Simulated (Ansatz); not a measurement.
Input file for Ansatz (a first-principles code):

Ansatz 0.2 input:
```yaml
crystal:
  lattice:
    - [-4.0754062016, 4.0754062016, 4.0754062016]
    - [4.0754062016, -4.0754062016, 4.0754062016]
    - [4.0754062016, 4.0754062016, -4.0754062016]
  atoms:
    - { symbol: Co, position: [0.5, 0.0, 0.0] }
    - { symbol: Co, position: [0.0, 0.5, 0.0] }
    - { symbol: Co, position: [0.5, 0.5, 0.5] }
    - { symbol: Co, position: [0.0, 0.0, 0.5] }
    - { symbol: As, position: [0.493186046, 0.3408773772, 0.1523086687] }
    - { symbol: As, position: [0.506813954, 0.6591226228, 0.8476913313] }
    - { symbol: As, position: [0.1885687085, 0.3408773772, 0.8476913313] }
    - { symbol: As, position: [0.8114312915, 0.6591226228, 0.1523086687] }
    - { symbol: As, position: [0.1523086687, 0.493186046, 0.3408773772] }
    - { symbol: As, position: [0.8476913313, 0.506813954, 0.6591226228] }
    - { symbol: As, position: [0.8476913313, 0.1885687085, 0.3408773772] }
    - { symbol: As, position: [0.1523086687, 0.8114312915, 0.6591226228] }
    - { symbol: As, position: [0.3408773772, 0.1523086687, 0.493186046] }
    - { symbol: As, position: [0.6591226228, 0.8476913313, 0.506813954] }
    - { symbol: As, position: [0.3408773772, 0.8476913313, 0.1885687085] }
    - { symbol: As, position: [0.6591226228, 0.1523086687, 0.8114312915] }
kpoints:
  mp_grid: { grid: [5, 5, 5] }
  band_path:
    path:
      - [[0.0, 0.0, 0.0], [0.5, -0.5, 0.5], [0.0, 0.0, 0.5], [0.0, 0.0, 0.0], [0.25, 0.25, 0.25], [0.5, -0.5, 0.5]]  # Γ-H-N-Γ-P-H
      - [[0.25, 0.25, 0.25], [0.0, 0.0, 0.5]]  # P-N
    npoints: 12
basis: { xc_grid: 2 }
hamiltonian:
  xc: pbesol
  pseudopotentials: { kind: paw }
magnetization: { noncollinear: true, spin_orbit: true }
scf:
  n_extra_bands: 32
  convergence: { dr2_threshold: 0.0000000001 }
  occupations: { method: gaussian, width: 0.05 }
output: { eigenvalues: true }
```

Output (shortened):

```
Pseudopotential: Co, paw_fr, valence charge 17
Pseudopotential: As, paw_fr, valence charge 15
Functional definition: PBEsol
non-collinear run that drives no moment, with spin-orbit …
Crystal: 16 atoms, lattice volume = 270.753 Å³
Basis set: ecut = 420 eV, 5281 PW (Γ), exchange–correlation on 96×96×96 points (8 copies of the dense FFT grid, shifted against one another)
Bands: 280, of which v1, the nominal top of the filled ones, is band 248 counted from 1 (247 counted from 0)
Symmetry: 24 space group operations + 24 with time reversal
k-points: 11 of 125
Projection manifold: j_resolved (fully-relativistic pseudo-atomic orbitals)
SCF iter   1: F=—  HF=-78158.871134 eV  |F-HF|=—  |Δ(HF+E_count)|=         —  Δρ=2.50e-1  dr2=1.79e2  dr2_m=0.00e0 (ungated)  ethr=3.10e-3  |M|=0.00e0 ∫|m|=0.00e0 μB  |m|>n=0.0e0 m-floor=0.0e0 τ_xc=0.0e0  β_m=0.30  ⟨swp⟩=5.0  Hψ=6312  notcnv=0  defer=30
preconditioner: auto → Kerker (q_TF=auto, 2.689 Å⁻¹)
spin=Noncollinear: Kerker preconditioning applied to the charge; magnetization (m_x, m_y, m_z) channels mix plain (no charge-response kernel on spin).
SCF iter   2: F=—  HF=-78142.794474 eV  |F-HF|=—  |Δ(HF+E_count)|=    1.61e1  Δρ=1.27e-1  dr2=1.92e1  dr2_m=0.00e0 (ungated)  ethr=3.10e-3  |M|=0.00e0 ∫|m|=0.00e0 μB  |m|>n=0.0e0 m-floor=0.0e0 τ_xc=0.0e0  β_m=0.26  ⟨swp⟩=3.0  Hψ=3478  notcnv=0  defer=248
preconditioner: auto → Resta (q_TF=auto, 2.689 Å⁻¹)
spin=Noncollinear: Resta preconditioning applied to the charge; magnetization (m_x, m_y, m_z) channels mix plain (no charge-response kernel on spin).
SCF iter   3: F=—  HF=-78139.422572 eV  |F-HF|=—  |Δ(HF+E_count)|=    3.37e0  Δρ=4.44e-2  dr2=1.10e1  dr2_m=0.00e0 (ungated)  ethr=3.10e-3  |M|=0.00e0 ∫|m|=0.00e0 μB  |m|>n=0.0e0 m-floor=0.0e0 τ_xc=0.0e0  β_m=0.58  ⟨swp⟩=3.0  Hψ=3267  notcnv=0  defer=274
SCF iter   4: F=—  HF=-78137.602657 eV  |F-HF|=—  |Δ(HF+E_count)|=    1.82e0  Δρ=9.80e-2  dr2=1.97e1  dr2_m=0.00e0 (ungated)  ethr=3.10e-3  |M|=0.00e0 ∫|m|=0.00e0 μB  |m|>n=0.0e0 m-floor=0.0e0 τ_xc=0.0e0  β_m=0.79  ⟨swp⟩=4.5  Hψ=2497  notcnv=0  defer=266
SCF iter   5: F=—  HF=-78136.624542 eV  |F-HF|=—  |Δ(HF+E_count)|=   9.78e-1  Δρ=3.40e-2  dr2=1.61e0  dr2_m=0.00e0 (ungated)  ethr=3.10e-3  |M|=0.00e0 ∫|m|=0.00e0 μB  |m|>n=0.0e0 m-floor=0.0e0 τ_xc=0.0e0  β_m=0.69  ⟨swp⟩=2.0  Hψ=1866  notcnv=0  defer=272
SCF iter   6: F=—  HF=-78136.512330 eV  |F-HF|=—  |Δ(HF+E_count)|=   1.12e-1  Δρ=1.95e-2  dr2=1.42e0  dr2_m=0.00e0 (ungated)  ethr=6.49e-4  |M|=0.00e0 ∫|m|=0.00e0 μB  |m|>n=0.0e0 m-floor=0.0e0 τ_xc=0.0e0  β_m=0.84  ⟨swp⟩=3.4  Hψ=1861  notcnv=0  defer=272
SCF iter   7: F=—  HF=-78136.428493 eV  |F-HF|=—  |Δ(HF+E_count)|=   8.38e-2  Δρ=1.62e-2  dr2=8.73e-1  dr2_m=0.00e0 (ungated)  ethr=5.71e-4  |M|=0.00e0 ∫|m|=0.00e0 μB  |m|>n=0.0e0 m-floor=0.0e0 τ_xc=0.0e0  β_m=0.84  ⟨swp⟩=2.4  Hψ=1878  notcnv=0  defer=260
SCF iter   8: F=—  HF=-78136.333205 eV  |F-HF|=—  |Δ(HF+E_count)|=   9.53e-2  Δρ=2.10e-3  dr2=2.09e-2  dr2_m=0.00e0 (ungated)  ethr=3.52e-4  |M|=0.00e0 ∫|m|=0.00e0 μB  |m|>n=0.0e0 m-floor=0.0e0 τ_xc=0.0e0  β_m=0.87  ⟨swp⟩=2.3  Hψ=1754  notcnv=0  defer=260
SCF iter  16: F=-78136.331572 eV  HF=-78136.331572 eV  |F-HF|=0.00e0  |Δ(HF+E_count)|=  8.00e-10  Δρ=6.79e-8  dr2=8.64e-12  dr2_m=0.00e0 (ungated)  ethr=1.00e-12  |M|=0.00e0 ∫|m|=0.00e0 μB  |m|>n=0.0e0 m-floor=0.0e0 τ_xc=0.0e0  ⟨swp⟩=8.1  Hψ=7163  notcnv=0
SCF 1 converged in 16 iterations: F = -78136.331572 eV  dr2 = 8.64e-12
NSCF: frozen V_eff on 74 k-points
SCF converged after 16 iterations
Magnetization: |M| = 0.0000 μB,  M = (+0.0000, +0.0000, +0.0000) μB
Absolute magnetization: 0.0000 μB (∫|m|)
  site 0: m = (+0.0000, +0.0000, +0.0000) μB, |m| = 0.0000 μB  (R = 0.95 Å)
  site 1: m = (+0.0000, +0.0000, +0.0000) μB, |m| = 0.0000 μB  (R = 0.95 Å)
  site 2: m = (+0.0000, +0.0000, +0.0000) μB, |m| = 0.0000 μB  (R = 0.95 Å)
  site 3: m = (+0.0000, +0.0000, +0.0000) μB, |m| = 0.0000 μB  (R = 0.95 Å)
  site 4: m = (+0.0000, +0.0000, +0.0000) μB, |m| = 0.0000 μB  (R = 0.95 Å)
  site 5: m = (+0.0000, +0.0000, +0.0000) μB, |m| = 0.0000 μB  (R = 0.95 Å)
  site 6: m = (+0.0000, +0.0000, +0.0000) μB, |m| = 0.0000 μB  (R = 0.95 Å)
  site 7: m = (+0.0000, +0.0000, +0.0000) μB, |m| = 0.0000 μB  (R = 0.95 Å)
  site 8: m = (+0.0000, +0.0000, +0.0000) μB, |m| = 0.0000 μB  (R = 0.95 Å)
  site 9: m = (+0.0000, +0.0000, +0.0000) μB, |m| = 0.0000 μB  (R = 0.95 Å)
  site 10: m = (+0.0000, +0.0000, +0.0000) μB, |m| = 0.0000 μB  (R = 0.95 Å)
  site 11: m = (+0.0000, +0.0000, +0.0000) μB, |m| = 0.0000 μB  (R = 0.95 Å)
  site 12: m = (+0.0000, +0.0000, +0.0000) μB, |m| = 0.0000 μB  (R = 0.95 Å)
  site 13: m = (+0.0000, +0.0000, +0.0000) μB, |m| = 0.0000 μB  (R = 0.95 Å)
  site 14: m = (+0.0000, +0.0000, +0.0000) μB, |m| = 0.0000 μB  (R = 0.95 Å)
  site 15: m = (+0.0000, +0.0000, +0.0000) μB, |m| = 0.0000 μB  (R = 0.95 Å)
Free energy (F): -78136.331572 eV
Harris-Foulkes:  -78136.331572 eV  (|F-HF|=0.00e0)
Internal energy: -78136.330787 eV  (E = F + TS)
E sigma→0 (E₀):  -78136.331179 eV
Entropy (-TS):   -0.000785 eV (-0.049 meV/atom)
Fermi energy:    13.430632 eV
--- Per-component energies (eV) ---
  E_band       = -3686.736479
  E_kinetic    = 3080.409504
  E_local      = -34177.262688  (includes V_loc(G=0)·N_el)
  E_nonlocal   = -6188.412956
  E_hartree    = 17288.994625
  E_xc         = -1587.529220
  E_vxc        = -1785.671431  (∫ρ·V_xc dr)
  E_paw        = -27459.993828  (= ΣΔE_a)
  E_vpaw       = 806.211653  (= ΣTr[D̂ρ^β])
  E_aug_tail   = 0.000353  (compensation charges beyond the density's cutoff)
  E_ewald      = -29104.933115
  E_core_change = 12.396538  (= ΣΔE_core)
  E_smearing   = -0.000785  (= −TS)
  E_closure    = 0.000000  (closes the sum)
  Σ components = -78136.331572   (vs F -78136.331572, Δ=0.00e0)
  [band-id]    e_kinetic+e_local+e_nonlocal+2·e_hartree+e_vxc+e_vpaw+e_augmentation_tail = -3686.736316   (vs E_band -3686.736479, Δ=1.64e-4)
--- Band table (eV; the first three rows and the last of 11) ---
  k-point 0: bands = ["-81.6627", "-81.6627", "-81.6626", "-81.6626", "-81.6626", "-81.6626", "-81.6626", "-81.6626", "-46.3572", "-46.3572", "-46.3571", "-46.3571", "-46.3571", "-46.3571", "-46.3568", "-46.3568", "-44.5634", "-44.5634", "-44.5634", …
  k-point 1: bands = ["-81.6627", "-81.6627", "-81.6626", "-81.6626", "-81.6626", "-81.6626", "-81.6626", "-81.6626", "-46.3572", "-46.3572", "-46.3571", "-46.3571", "-46.3571", "-46.3571", "-46.3568", "-46.3568", "-44.5634", "-44.5634", "-44.5634", …
  k-point 2: bands = ["-81.6626", "-81.6626", "-81.6626", "-81.6626", "-81.6626", "-81.6626", "-81.6626", "-81.6626", "-46.3571", "-46.3571", "-46.3571", "-46.3571", "-46.3570", "-46.3570", "-46.3569", "-46.3569", "-44.5633", "-44.5633", "-44.5633", …
  k-point 10: bands = ["-81.6626", "-81.6626", "-81.6626", "-81.6626", "-81.6626", "-81.6626", "-81.6626", "-81.6626", "-46.3573", "-46.3573", "-46.3570", "-46.3570", "-46.3570", "-46.3570", "-46.3569", "-46.3569", "-44.5634", "-44.5634", "-44.5634", …
```

Cost: around 29 core-minutes (rough) on shared cores.

Space group Im-3. The workflow started from a Materials Project entry (that database holds measured and hypothetical structures alike); the Crystallography Open Database files this formula in space group No. 204, but the cells were not matched. Its standing as an ambient phase is unchecked. The cell was relaxed with PBEsol under the symmetry of its start; its stability against distortions is not shown here. No spin polarisation was allowed.

Potentials: the later of the program's two PAW sets.

Ansatz is a plane-wave DFT program.
